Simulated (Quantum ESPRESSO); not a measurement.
MoPt6W in 6 site orders

Calculated results; nothing here was measured. They come from Quantum ESPRESSO 7.5, a public plane-wave density functional program. Each row is one single-point run on a made-up periodic cell of eight metal atoms, with elements, volume, strain and displacements drawn at random and not relaxed, so a cell may be unstable or far from any real phase. There is no spin polarisation or spin-orbit coupling.

Settings: PBE unless stated; PseudoDojo standard norm-conserving files; Fermi-Dirac width 0.25 eV, which means electrons at about 2900 K; cutoff 1143 eV; 5 x 5 x 4 k mesh shifted half a step off Gamma. E is the free energy of the whole cell (internal energy minus TS), so a -TS column is already part of it. Stress is positive in tension, and the pressure P is minus a third of its trace.

Checks: one run of this series was repeated at a higher cutoff and on a denser mesh, which moved values by no more than 0.009 eV, 0.18 GPa and 0.011 eV/Å, and a second program with other atomic files agreed on it to 2 % rms in force and 0.5 GPa in pressure. Known limits: heavy elements are run without spin-orbit coupling, which real alloys of them have; a spin test at this wide smearing found no moment, but such smearing suppresses magnetism that the real alloy may have.

The lattice is hexagonal close-packed, and the cell vectors in Å are (0.000, 0.000, -4.520); (0.000, 4.950, 0.000); (5.716, 0.000, 0.000), a volume of 127.90 Å³. The runs move one Mo atom among sites that otherwise hold Pt, on the same eight displaced sites. E is counted from run 1, and the rms force is over all 24 components. Nothing is relaxed, so E mixes bonding between neighbours with strain on unrelaxed sites, and it is not an ordering energy.

```
run,elements on sites 1 to 8,E (eV),-TS (eV),rms force (eV/Å),largest force (eV/Å),P (GPa)
1,Mo Pt Pt Pt Pt W Pt Pt,0.000,-1.420,1.153,3.35,-1.27
2,Pt Mo Pt Pt Pt W Pt Pt,0.526,-1.501,1.267,3.43,-0.31
3,Pt Pt Mo Pt Pt W Pt Pt,0.562,-1.487,1.271,3.32,-0.22
4,Pt Pt Pt Mo Pt W Pt Pt,0.417,-1.470,1.116,2.94,?
5,Pt Pt Pt Pt Mo W Pt Pt,0.689,-1.549,1.130,3.06,-0.14
6,Pt Pt Pt Pt Pt W Pt Mo,0.702,-1.639,1.048,2.78,0.15
```

## Worked fit

A straight line through the runs shown gives P = -1.27 + 1.84 E GPa with E in eV, an error of 0.19 on the slope and a scatter of 0.11 GPa. At this fixed volume the orders of higher energy tend to have the higher pressure.

## Withheld value

Question: what pressure should run 4 give?

The fit gives -0.50 ± 0.12 GPa. The calculation gave -0.45 GPa.
